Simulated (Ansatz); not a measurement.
# All-electron card of ScSi2

```
CELL_PARAMETERS angstrom
3.66000 0.00000 0.00000
-1.83000 3.16965 0.00000
0.00000 0.00000 3.87000
ATOMIC_POSITIONS crystal
Sc 0.00000 0.00000 0.00000
Si 0.33333 0.66667 0.50000
Si 0.66667 0.33333 0.50000
```

Atom numbers follow the list: Sc1, Si2, Si3.

Conventional cell: a = 3.660 Å, b = 3.660 Å, c = 3.870 Å, α = 90.00°, β = 90.00°, γ = 120.00°. Around Sc (atom 1) lie 12 Si at 2.87 Å. Around Si (atom 2) lie 3 Si at 2.11 Å.

The geometry is COD entry 1538810, unchecked; take it as a test cell.

Spin polarisation is left out, and whether a magnetic state lies lower isn't shown here.

Level of theory: Ansatz 0.2.0, DFT, PBE, all-electron LAPW, scalar-relativistic.

Sampling and basis: a Γ-centred 13×13×11 k mesh, Fermi–Dirac smearing of 0.05 eV, basis error target 1 meV/atom, no spin polarisation.

- Stress xx, yy, zz (compression positive): 37.38, 37.38, 0.93 GPa
- Volume per atom: 101.0 bohr³

(1) Löwdin charges (with 0.22 e of the cell spilling out of the atomic basis, so their sizes and signs hang on that basis): what does the calculation give?

(2) Give the computed value. Band gap.

(3) Pressure at this cell: what does the calculation give?

(4) Give the computed value. Density of states at the Fermi level (0.2 eV bin).

Answers

(1) Sc1 0.53, Si2 -0.15 e.

(2) none: with an odd electron count and no spin polarisation the bands can't all be full, a metal in this set-up (spin order or a larger cell could open a gap).

(3) 25.2 GPa.

(4) 1.76 states/eV per cell.
